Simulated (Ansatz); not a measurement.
Relaxed-ion elastic tensor of Si$_{2}$Mo (MoSi2 or CaC2 type, I4/mmm) in GPa (Voigt order), PBEsol (plane waves, PAW; program Ansatz); density 6.35 g/cm³, 13.27 Å³ per atom.

```
 413   123  96.5   0.0   0.0   0.0
 123   413  96.5   0.0   0.0   0.0
96.5  96.5   520   0.0   0.0   0.0
 0.0   0.0   0.0   206   0.0   0.0
 0.0   0.0   0.0   0.0   206   0.0
 0.0   0.0   0.0   0.0   0.0   202
```

**Question.** Is the crystal mechanically stable?

**Answer.** Yes: the smallest eigenvalue of C is 202 GPa.

**Question.** Work out the Voigt, Reuss and Hill averages.

**Answer.** K_V = 220, K_R = 219, K_H = 219; G_V = 191, G_R = 187, G_H = 189 GPa.

**Question.** Give Young's modulus, Poisson's ratio, Pugh's ratio and the universal anisotropy index.

**Answer.** E = 9KG/(3K + G) = 441 GPa; ν = 0.16; K/G = 1.16 (brittle by the Pugh limit of 1.75); A_U = 5G_V/G_R + K_V/K_R − 6 = 0.10.

**Question.** Estimate the sound speeds and the Debye temperature.

**Answer.** v_l = √((K + 4G/3)/ρ) = 8620 m/s, v_t = √(G/ρ) = 5460 m/s, mean 6010 m/s; Θ = (h/k)(3n/4πV)^(1/3) v_m = 756 K.

**Question.** How much does each axis shrink under pressure?

**Answer.** Linear compressibilities β_i = Σ_j S_ij (j = 1 to 3): x 1.6, y 1.6, z 1.3 per TPa.

The PBEsol relaxation kept the symmetry of its start. No spin polarisation was allowed. As this level gives no gap, shear constants depend on the k-mesh and smearing (Fermi–Dirac, 0.1 eV here).

Potentials: the earlier of the program's two PAW sets. The files were generated under PBE; for other functionals the program regenerates the frozen cores, and for LDA and PBEsol the local potential too.
